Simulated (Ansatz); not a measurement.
Density of states of a In$_{3}$Ga$_{4}$Sn$_{9}$ cell (a random packing after short dynamics, relaxed), per eV and atom, broadened by Gaussian smearing of width 0.1 eV and averaged over bins of 0.4 eV, from 8 eV under the Fermi level at most up to where the solved bands end.

Computed with DFT PBE, scalar-relativistic, plane waves, PAW (Ansatz 0.2.0).

Cutoff 420 eV; k points 5×4×4 on the computed 16-atom cell (Γ-centred); Gaussian smearing, width 0.10 eV; no spin polarisation.

```
Sn Ga In
1.0
     6.30428    0.67788   -0.66239
     0.55576    8.08278   -0.06267
    -0.60354   -0.04725    8.10850
Sn Ga In
9 4 3
Direct
  0.66805 0.12860 0.46644
  0.52808 0.05172 0.07250
  0.95742 0.43743 0.54682
  0.48852 0.73789 0.35759
  0.71269 0.40561 0.16482
  0.63618 0.84662 0.73700
  0.26645 0.74992 0.94344
  0.93231 0.76176 0.19169
  0.13840 0.09428 0.28272
  0.87704 0.53237 0.88782
  0.27474 0.12775 0.65400
  0.24467 0.43803 0.25359
  0.29199 0.37057 0.91254
  0.47545 0.46522 0.64035
  0.93183 0.13283 0.88378
  0.07011 0.81227 0.57361
```

| E − E_F (eV) | total | Sn 5p | Sn 5s | Ga 4p | In 5p |
| --- | --- | --- | --- | --- | --- |
| -7.85 | 0.286 | 0.061 | 0.126 | 0.038 | 0.022 |
| -7.45 | 0.289 | 0.061 | 0.129 | 0.034 | 0.022 |
| -7.05 | 0.327 | 0.067 | 0.153 | 0.034 | 0.024 |
| -6.65 | 0.380 | 0.074 | 0.179 | 0.037 | 0.025 |
| -6.25 | 0.340 | 0.065 | 0.154 | 0.030 | 0.019 |
| -5.85 | 0.342 | 0.061 | 0.153 | 0.030 | 0.018 |
| -5.45 | 0.360 | 0.065 | 0.142 | 0.034 | 0.017 |
| -5.05 | 0.302 | 0.064 | 0.088 | 0.027 | 0.014 |
| -4.65 | 0.341 | 0.083 | 0.084 | 0.032 | 0.016 |
| -4.25 | 0.315 | 0.090 | 0.064 | 0.034 | 0.017 |
| -3.85 | 0.290 | 0.093 | 0.045 | 0.031 | 0.019 |
| -3.45 | 0.262 | 0.122 | 0.033 | 0.034 | 0.022 |
| -3.05 | 0.379 | 0.196 | 0.038 | 0.059 | 0.038 |
| -2.65 | 0.429 | 0.227 | 0.042 | 0.064 | 0.047 |
| -2.25 | 0.512 | 0.264 | 0.051 | 0.082 | 0.055 |
| -1.85 | 0.476 | 0.241 | 0.048 | 0.080 | 0.052 |
| -1.45 | 0.480 | 0.242 | 0.048 | 0.079 | 0.053 |
| -1.05 | 0.458 | 0.225 | 0.048 | 0.075 | 0.051 |
| -0.65 | 0.478 | 0.237 | 0.048 | 0.079 | 0.057 |
| -0.25 | 0.532 | 0.278 | 0.048 | 0.087 | 0.056 |
| 0.15 | 0.541 | 0.281 | 0.047 | 0.083 | 0.060 |
| 0.55 | 0.567 | 0.286 | 0.045 | 0.090 | 0.074 |

The columns after the total are the largest Löwdin projections on the valence shells of the potentials, so they needn't add up, and the weight of a shell that a potential lacks goes to other orbitals. The cell has no gap on the mesh.

Cost: 2 runs of about 24 core-minutes in all (earlier runs that led there not counted), on Arm Neoverse V2 (shared hosts).